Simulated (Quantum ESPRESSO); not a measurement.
## Calculated data, SiB3P3C (made-up cell)

Computed with Quantum ESPRESSO 7.5. Calculation on a made-up crystal cell, not a measurement: periodic Kohn-Sham density functional theory in plane waves with PseudoDojo standard norm-conserving scalar-relativistic pseudopotentials, each functional with its own files (v0.5 for PBE, v0.4.1 for LDA and PBEsol), no spin polarisation, no spin-orbit coupling, atoms not relaxed, stress positive in tension, energies less a fixed whole-eV offset for each atom's element; levels are Kohn-Sham levels at fractions of this cell's reciprocal vectors, counted from the reference band (half the neutral cell's valence electrons, rounded up) at Gamma; error bars cover cutoff and k-mesh only, not smearing or the files; added strain carries the atoms with the cell, and shear is the tensor component; each bar is the largest change over components, and at least 0.002 eV, 0.002 eV per angstrom or 0.02 GPa; energies are for the whole cell, and the offsets were chosen from early runs and are not element reference energies.

## SiB3P3C (made-up cell)

Unstrained structure:
```cif
# cell vector a (Å): 4.5531 -0.0225 0.0022
# cell vector b (Å): -0.0225 4.4966 -0.0021
# cell vector c (Å): 0.0022 -0.0021 4.4367
data_SiB3P3C
_symmetry_space_group_name_H-M 'P 1'
_symmetry_Int_Tables_number 1
_cell_length_a 4.5532
_cell_length_b 4.4967
_cell_length_c 4.4367
_cell_angle_alpha 90.054
_cell_angle_beta 89.944
_cell_angle_gamma 90.570
_cell_volume 90.83
loop_
_atom_site_label
_atom_site_type_symbol
_atom_site_fract_x
_atom_site_fract_y
_atom_site_fract_z
_atom_site_occupancy
B1 B 0.98485 0.00484 0.99681 1
B2 B 0.99588 0.50059 0.50568 1
Si1 Si 0.50564 0.00550 0.50517 1
B3 B 0.50931 0.49981 0.99678 1
P1 P 0.25845 0.25038 0.25685 1
P2 P 0.24117 0.74772 0.74284 1
C1 C 0.74547 0.25178 0.74774 1
P3 P 0.76120 0.75454 0.25062 1
```

Settings of this run: lattice type zincblende/diamond, functional pbe, cutoff 1116 eV, fermi dirac smearing 0.025 eV, scf tolerance 1e-07 eV, electrons removed 0, added strain kind shear xy, added strain 0.017, k mesh 4 x 4 x 4, shifted by half a step and structure shown before the added strain of 0.017.

Atoms:
```csv
atoms element,atom site,atom energy offset (eV)
B,1,-79
B,2,-79
Si,3,-115
B,4,-79
P,5,-189
P,6,-189
C,7,-163
P,8,-189
```

Q: SiB3P3C (made-up cell): pressure?
A: 16.86 GPa

Q: Estimate the stress xy of SiB3P3C (made-up cell).
A: 9.915 GPa

Q: What stress xx does the calculation give for SiB3P3C (made-up cell)?
A: -15.03 GPa

Q: What stress yy does the calculation give for SiB3P3C (made-up cell)?
A: -16.53 GPa

Further results for SiB3P3C (made-up cell):

* free energy less offsets: -0.4161 eV
* smearing term minus ts: 0 eV
* scf iterations: 11
* stress zz: -19 GPa
* stress yz: 5.612 GPa
* stress xz: 2.327 GPa
* reference band: 16
* error bar energy: 0.005021 eV
* error bar stress: 0.02 GPa
* error bar force: 0.003796 eV/Å
* error bar next band up: 0.002 eV
* error bars from: tighter rerun of a related cell

Forces:
```csv
site,x (eV/Å),y (eV/Å),z (eV/Å)
1,-0.1808,2.076,-1.66
2,-1.219,-2.059,1.192
3,4.508,2.657,5.706
4,1.119,-1.421,-1.396
5,-5.3,4.557,-5.511
6,-2.726,-2.896,3.927
7,1.224,1.194,1.653
8,2.575,-4.108,-3.91
```

Levels:
```csv
level k point,next band up (eV)
Gamma,0.8717
"(1/2,1/2,1/2)",2.369
"(0.15,0,0)",1.017
"(0,0.15,0)",1.003
"(0,0,0.15)",0.8761
```
